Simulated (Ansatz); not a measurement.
TaNi3 in space group I4/mmm (No. 139; Ta on 2a, Ni on 2b, Ni on 4d) under volume change, DFT-r²SCAN in the program Ansatz with PAW potentials, shape and atoms relaxed at each volume.

| V (Å³/atom) | E − E(relaxed) (meV/atom) | P (GPa) |
|---|---|---|
| 10.925 | 87.5 | 28.29 |
| 11.285 | 36.6 | 17.26 |
| 11.646 | (withheld) | (withheld) |
| 12.006 | 0.0 | -0.01 |
| 12.366 | (withheld) | (withheld) |
| 12.726 | 29.5 | -12.42 |
| 13.086 | 62.9 | -17.23 |

Q: Fill in the missing entries.

A: 
- 12.366, E − E(relaxed) (meV/atom): 7.8
- 12.366, P (GPa): -6.73
- 11.646, E − E(relaxed) (meV/atom): 8.6
- 11.646, P (GPa): 7.91

Q: What does a third-order Birch–Murnaghan fit give for V₀, B₀ and B′?

A: V₀ = 12.01 Å³/atom, B₀ = 243 GPa, B′ = 4.5.

The first step of the workflow began from a Materials Project structure, measured or hypothetical; the Crystallography Open Database files this formula in space group No. 139, but the cells were not matched. Whether it is the stable phase at ambient conditions was not checked. The r²SCAN relaxation kept the symmetry of its start; whether a distortion lowers the energy is not shown. The run is not spin-polarised. Spin–orbit coupling is left out wherever it is not named.

Potentials: the later of the program's two PAW sets.
